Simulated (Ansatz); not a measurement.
Si12W:
```
CELL_PARAMETERS angstrom
      7.08043     0.00000     0.00000
     -3.54022     6.13183     0.00000
      0.00000     0.00000     5.24035
ATOMIC_POSITIONS crystal
  W  0.00000 0.00000 0.00000
  Si 0.33380 0.00000 0.73467
  Si 0.33380 0.00000 0.26533
  Si 0.33380 0.33380 0.73467
  Si 0.33380 0.33380 0.26533
  Si 0.00000 0.33380 0.73467
  Si 0.00000 0.33380 0.26533
  Si 0.66620 0.00000 0.73467
  Si 0.66620 0.00000 0.26533
  Si 0.66620 0.66620 0.73467
  Si 0.66620 0.66620 0.26533
  Si 0.00000 0.66620 0.73467
  Si 0.00000 0.66620 0.26533
```

Relaxed with r²SCAN+D4. Special points in fractions of this cell's reciprocal vectors: Γ (0.000, 0.000, 0.000); M (0.500, 0.000, 0.000); K (0.333, 0.333, 0.000); A (0.000, 0.000, 0.500); L (0.500, 0.000, 0.500); H (0.333, 0.333, 0.500).

List the band energies nearest the Fermi level at these points for r²SCAN+D4 with spin–orbit coupling in the plane-wave PAW code Ansatz.

In eV from the Fermi level; about four levels below and three above (degenerate sets whole), none deeper than 8.9 eV; points with the same levels are listed once.

```csv
k,below,above
Γ,-0.37 -0.37 -0.22 -0.22,0.03 0.03 0.03 0.03
M,-0.37 -0.37 -0.21 -0.21,0.44 0.44 0.97 0.97
K,-1.80 -1.80 -1.48 -1.48,0.58 0.58 0.89 0.89
A,-2.00 -2.00 -1.58 -1.58,0.06 0.06 0.22 0.22
L,-0.30 -0.30 -0.20 -0.20,0.10 0.10 0.17 0.17
H,-0.78 -0.78 -0.58 -0.58,0.17 0.17 0.17 0.17
```

Space group P6/mmm. The start of the workflow was typed in or built on a structure type; neither database checked (COD, Materials Project) lists it. Whether it is the stable phase at ambient conditions was not checked. The cell was relaxed with r²SCAN+D4 under the symmetry of its start; whether a distortion lowers the energy is not shown. No spin polarisation was allowed. Its formation energy is positive at this level, so the cell may be metastable or incomplete.

Potentials: the earlier of the program's two PAW sets.
